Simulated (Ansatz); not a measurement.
## B2O: zone-centre modes

All numbers below come from DFT PBE, scalar-relativistic, plane waves, PAW (Ansatz). Settings: 420 eV plane-wave cutoff, Γ-centred 18×18×4 mesh, Fermi-Dirac smearing of 0.15 eV. No spin polarisation. Phonons by linear response, acoustic sum rule imposed.

Equilibrium structure at this level:
```
CELL_PARAMETERS angstrom
2.56885 0.00000 0.00000
-1.28443 2.22469 0.00000
0.00000 0.00000 11.59031
ATOMIC_POSITIONS crystal
B 0.00000 0.00000 0.42468
B 0.00000 0.00000 0.57532
B 0.66667 0.33333 0.02209
B 0.33333 0.66667 0.97791
O 0.66667 0.33333 0.37688
O 0.33333 0.66667 0.62312
```

In a metal, frequencies and elastic constants depend on the k mesh and the smearing, soft modes and shear constants most. Spin polarisation was left out, and a magnetic state may lie lower. The crystal is built of layers and no dispersion correction was added, so the binding between them is poorly described, and with it their spacing and whatever depends on it. A semilocal functional can close a gap that the real compound has.

Optical modes at Γ; i marks an imaginary frequency:
| frequency (cm⁻¹) | degeneracy |
| --- | --- |
| 7 | 2 |
| 21 | 1 |
| 305 | 2 |
| 451 | 1 |
| 525 | 1 |
| 644 | 2 |
| 664 | 2 |
| 912 | 1 |
| 1068 | 2 |
| 1126 | 1 |

All 15 optical modes at Γ are real: no displacement of atoms at fixed cell lowers the energy to second order. Strains and modes at other wave vectors aren't tested by this run.